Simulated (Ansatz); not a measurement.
## Ta$_{4}$O: opening a crack plane

Ta$_{4}$O, P4/mmm, a = 3.255 Å, c = 7.395 Å. The structure is a Materials Project entry; whether it is the stable form wasn't checked. Ansatz: PBE, PAW, 420 eV, Γ-centred 14×14×4 mesh on 10 atoms, Gaussian smearing 0.15 eV; no spin polarisation. One cut on (001) per cell of 10 atoms is opened rigidly by x, between planes of Ta and O+Ta that stand 2.09 Å apart; y is the energy per area (10.593 Å², 1 eV/Å² = 16.02 J/m²).

| x (Å) | y (J/m²) |
| --- | --- |
| 0.00 | 0.000 |
| 0.25 | 0.416 |
| 0.50 | ? |
| 1.00 | 2.228 |
| 2.00 | 3.495 |
| 3.00 | 4.055 |
| 6.00 | 4.283 |

Fit the universal binding curve y = W[1 − (1 + x/l) e^(−x/l)] to the other rows, give the peak stress, and predict the missing value.

Least squares gives W = 4.21 J/m² and l = 0.580 Å. The stress dy/dx peaks at x = l with W/(e l) = 26.7 GPa, for rigid faces. The last row already stands above W and still climbs, so W understates the work of separation. At x = 0.50: x/l = 0.862, y = 0.900 J/m². The run gave 1.093 J/m², so the fit is 0.193 J/m² too low, 4.5 % of the span of the series, against an rms of 0.088 J/m² on the fitted rows. One length l has to serve both the bottom of the well and the tail, and here they ask for different ones.

Spin–orbit coupling is left out, which can shift energies with elements as heavy as these.

Cost: 8 runs of about 17 core-minutes in all, on Arm Neoverse V2 (shared hosts).